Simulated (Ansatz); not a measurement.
One stationary structure of TiAl3. Method: r2SCAN (plane waves to 500 eV, PAW, scalar-relativistic; Ansatz, an electronic-structure program).

```xyz
4
Lattice="3.9561 0.0000 0.0000 0.0000 3.9561 0.0000 0.0000 0.0000 3.9561" Properties=species:S:1:pos:R:3 pbc="T T T"
Al     0.0000     1.9780     1.9780
Al     1.9780     1.9780     0.0000
Al     1.9780     0.0000     1.9780
Ti     0.0000     0.0000     0.0000
```

Problem. Find the space group and the Wyckoff positions (tolerance 0.01 Å).

Solution. Space group Pm-3m (No. 221); a = b = c = 3.9561 Å, α = β = γ = 90.00°

```csv
atom,site,symmetry,x,y,z
Al,3c,4/mm.m,0.0000,0.5000,0.5000
Ti,1a,m-3m,0.0000,0.0000,0.0000
```

This is the Cu3Au type.

Problem. Give the shortest distances between elements (the closest pairs, up to four, under 3.6 Å).

Solution. Al–Al 2.80 Å; Al–Ti 2.80 Å.

The volume per atom comes out as 15.48 Å³, the density is 3.45 g/cm³ and the band gap comes out as no gap (metallic).

No spin polarisation in the result.

It was reached from a disturbed copy of a Pmmm (No. 47) cell, against which it lies -1.78 eV/atom.

The first start was generated by a random draw of sites in a space group. Materials Project lists a structure of TiAl3 in the same space group, Pm-3m (No. 221); the sites were not compared with it, nor with measured phases. Known forms of TiAl3 include space group No. 139.
